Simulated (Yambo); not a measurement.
G0W0@PBEsol for K2AgAlCl6 (space group Fm-3m, No. 225) in Yambo. Reference settings: 2×2×2 Γ-centred k mesh, bands 5 to 372 and a 7 Ry block in the screening, 372 bands in G with the Bruneval-Gonze terminator, plasmon pole fitted at 27.2 eV. The PBEsol gap Γ → Γ on this mesh is 2.09 eV; G0W0 gaps are taken between the same points.

The settings were changed. The gap went from 4.41 eV to 4.32 eV, and the shift of the valence edge from -1.36 eV to -1.11 eV.

Task: Name the change that produced these shifts.
A) 239 bands in G, no terminator
B) no random integration
C) 6 Ry block
D) 239 bands in W, 239 bands in G

Result: B, no random integration. The others gave (gap, valence shift): 239 bands in W, 239 bands in G: 4.47, -1.28 eV; 6 Ry block: 4.39, -1.33 eV; 239 bands in G, no terminator: 4.26, -1.00 eV.

Spin-orbit coupling is not included.

Geometry of the Materials Project entry, not relaxed at this level; primitive cell a = 7.1736 Å, b = 7.1736 Å, c = 7.1736 Å, α = 60.00°, β = 60.00°, γ = 60.00°.

The structure is a Materials Project entry; no match was found in the copy of COD used, and its stability was not checked.

A shift is the quasiparticle energy of the state minus its PBEsol energy.
